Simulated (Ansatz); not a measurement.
Relaxed-ion elastic tensor of ZnCu (CsCl type, Pm-3m) in GPa (Voigt order), plane-wave PAW LDA (Ansatz code); density 9.06 g/cm³, 11.81 Å³ per atom.

|  | 1 | 2 | 3 | 4 | 5 | 6 |
|---|---|---|---|---|---|---|
| 1 | 157 | 153 | 153 | 0.0 | 0.0 | 0.0 |
| 2 | 153 | 157 | 153 | 0.0 | 0.0 | 0.0 |
| 3 | 153 | 153 | 157 | 0.0 | 0.0 | 0.0 |
| 4 | 0.0 | 0.0 | 0.0 | 106 | 0.0 | 0.0 |
| 5 | 0.0 | 0.0 | 0.0 | 0.0 | 106 | 0.0 |
| 6 | 0.0 | 0.0 | 0.0 | 0.0 | 0.0 | 106 |

### Question
Is the crystal mechanically stable?

### Answer
Yes: the smallest eigenvalue of C is 4.2 GPa.

### Question
Work out the Voigt and Reuss bounds. Is their mean of use?

### Answer
K_V = 154, K_R = 154; G_V = 64.6, G_R = 5.1 GPa. The bounds lie so far apart that a Hill average or a Debye temperature from it would say little.

The cell was relaxed with LDA under the symmetry of its start; of distortions, only those at the zone centre were tested. No spin polarisation was allowed. As this level gives no gap, shear constants depend on the k-mesh and smearing (Fermi–Dirac, 0.1 eV here).

Potentials: the later of the program's two PAW sets.
